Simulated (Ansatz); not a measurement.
**Density of states of Pb**

```
Pb
1.0
     0.00000    3.43900    3.43900
     3.43900    0.00000    3.43900
     3.43900    3.43900    0.00000
Pb
2
Cartesian
  0.0000 0.0000 0.0000
  1.7195 1.7195 1.7195
```

Structure from Materials Project entry mp-1247117 (possibly hypothetical), not relaxed further.

Spin–orbit coupling is left out, though it moves levels of the heavy atoms by tenths of an eV or more.

All numbers below come from Ansatz 0.2.0, DFT, LDA, all-electron LAPW, scalar-relativistic.

The runs use a Γ-centred 8×8×8 k mesh, Fermi–Dirac smearing of 0.05 eV, basis error target 0.25 meV/atom, no spin polarisation.

States per eV and cell, averaged over 0.4 eV, from -5.8 to 4.0 eV, with energies (bin centres) from the Fermi level; empty bins are left out. 

| E (eV) | total |
| --- | --- |
| -5.7 | 0.25 |
| -5.3 | 0.17 |
| -4.9 | 0.11 |
| -4.5 | 0.06 |
| -2.9 | 0.29 |
| -2.5 | 1.91 |
| -2.1 | 1.81 |
| -1.7 | 1.97 |
| -1.3 | 1.71 |
| -0.9 | 1.39 |
| -0.5 | 0.67 |
| -0.1 | 0.49 |
| 0.3 | 0.62 |
| 0.7 | 1.18 |
| 1.1 | 2.04 |
| 1.5 | 1.27 |
| 1.9 | 0.75 |
| 2.3 | 0.77 |
| 2.7 | 1.19 |
| 3.1 | 1.94 |
| 3.5 | 1.11 |
| 3.9 | 1.35 |
